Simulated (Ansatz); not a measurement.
# From the elastic tensor of ZrGa3 to moduli and sound speeds

All numbers below come from Ansatz, DFT LDA, scalar-relativistic, plane waves, PAW. Settings: 420 eV plane-wave cutoff, Γ-centred 14×14×14 mesh, Fermi-Dirac smearing of 0.15 eV. No spin polarisation.

It takes space group I4/mmm (No. 139, tetragonal). The conventional cell has a = 3.828 Å, b = 3.828 Å, c = 8.946 Å, α = 90.00°, β = 90.00°, γ = 90.00°. Zr (site symmetry 4/mmm) is surrounded by 12 Ga at 2.71 to 2.94 Å. Ga (site symmetry 4/mmm) is surrounded by 4 Zr at 2.71 Å and 8 Ga at 2.94 Å. Ga (site symmetry -4m2) has 8 Ga at 2.71 to 2.94 Å and 4 Zr at 2.94 Å as nearest neighbours.

In a metal, frequencies and elastic constants depend on the k mesh and the smearing, soft modes and shear constants most.

Relaxed-ion constants (GPa, on the Cartesian axes of the calculation):
```
209.3 101.9  56.4   0.0   0.0   0.0
101.9 209.3  56.4   0.0   0.0   0.0
 56.4  56.4 214.9   0.0   0.0   0.0
  0.0   0.0   0.0  87.3   0.0   0.0
  0.0   0.0   0.0   0.0  87.3   0.0
  0.0   0.0   0.0   0.0   0.0 133.5
```

Density 7.611 g/cm³; 4 atoms in 65.54 Å³.

The values that follow are for a polycrystal of randomly turned grains, by Hill's mean where one number stands.

With S = C⁻¹: B_V = (C11+C22+C33+2(C12+C13+C23))/9, G_V = (C11+C22+C33−C12−C13−C23+3(C44+C55+C66))/15, 1/B_R = S11+S22+S33+2(S12+S13+S23), 15/G_R = 4(S11+S22+S33−S12−S13−S23)+3(S44+S55+S66); Hill is their mean. Then v_l = √((B+4G/3)/ρ), v_t = √(G/ρ), v_m = [(2/v_t³+1/v_l³)/3]^(−1/3) and Θ = (ħ/k_B)·v_m·(6π²n/V)^(1/3) for n atoms in the volume V; E = 9BG/(3B+G), ν = (3B−2G)/(2(3B+G)) and A^U = 5G_V/G_R + B_V/B_R − 6.

```
Bulk modulus, Voigt / Reuss / Hill          : 118.1 / 117.4 / 117.8 GPa
Shear modulus, Voigt / Reuss / Hill         : 89.5 / 82.3 / 85.9 GPa
Young's modulus                             : 207 GPa
Poisson ratio                               : 0.207
Pugh ratio B/G                              : 1.37 (under 1.75, the rule of thumb for brittle)
Universal anisotropy index                  : 0.44
Longitudinal and transverse sound speeds    : 5525 and 3360 m/s
Debye temperature from the mean sound speed : 435 K
```

Cost: 1 run of about 16 core-minutes, on Arm Neoverse V2 (shared hosts).